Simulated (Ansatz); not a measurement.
Ti$_{5}$Ge$_{4}$ in space group Pnma (No. 62; Pearson symbol oP36), r²SCAN (plane waves, PAW; program Ansatz), all energies at zero smearing, with the estimated change up to a 700 eV cutoff added, with one set of potentials and settings (totals compare only within such a set). Cell of 36 atoms (20 Ti, 16 Ge): -118960.823 eV.

```json
[
 {"element": "Ti", "reference phase": "P6/mmm, 3 atoms in the cell", "E (eV/atom)": "-2504.3896"},
 {"element": "Ge", "reference phase": "Fd-3m, 2 atoms in the cell", "E (eV/atom)": "-4302.9041"}
]
```

Formation energy per atom, worked out: (-118960.823 − 20×(-2504.3896) − 16×(-4302.9041))/36 = -0.738 eV/atom (-71 kJ per mol of atoms), at 0 K, without zero-point energy or fitted corrections.

The first step of the workflow began from a Materials Project structure, measured or hypothetical; the Crystallography Open Database copy checked does not list it. Its standing as an ambient phase is unchecked. Symmetry was held in the r²SCAN relaxation; its stability against distortions is not shown here. The run is not spin-polarised. The references are the lowest solids computed at this level, not always the standard phases.

Potentials: the later of the program's two PAW sets.
